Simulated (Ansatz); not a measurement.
The relaxed structure here is a generated cell of VN: the first start was made by placing the elements on the sites of a structure type, and the end was not matched to a known phase here, so it may be hypothetical. Known forms of VN include space group No. 225.

One stationary structure of VN. Space group I4₁md (No. 109). Calculation: PBEsol (plane waves to 420 eV, PAW, scalar-relativistic; Ansatz, a first-principles code).

```xyz
4
Lattice="-1.3292 1.3292 4.7155 1.3292 -1.3292 4.7155 1.3292 1.3292 -4.7155" Properties=species:S:1:pos:R:3 pbc="T T T"
V      1.3292     0.0000     2.0187
V      0.0000     0.0000     4.3764
N      0.0000     0.0000     0.4387
N      0.0000     1.3292     2.7964
```

Q: What is the computed band gap (PBEsol)?

A: No clear gap: the sampled points leave 0.02 eV away from the symmetry points, which may be a band crossing missed between them.

Q: What is the computed smallest direct gap (PBEsol)?

A: 0.05 eV at k = (0.3158, -0.3684, 0.3684).

No spin polarisation in the result.

The run could not lose the symmetry of its start, so the end can be a saddle point.

It was reached from a disturbed copy of a I4₁/amd (No. 141) cell (AFLOW prototype AB_tI8_141_a_b ("40", as in NbP)), against which it lies -0.62 eV/atom.
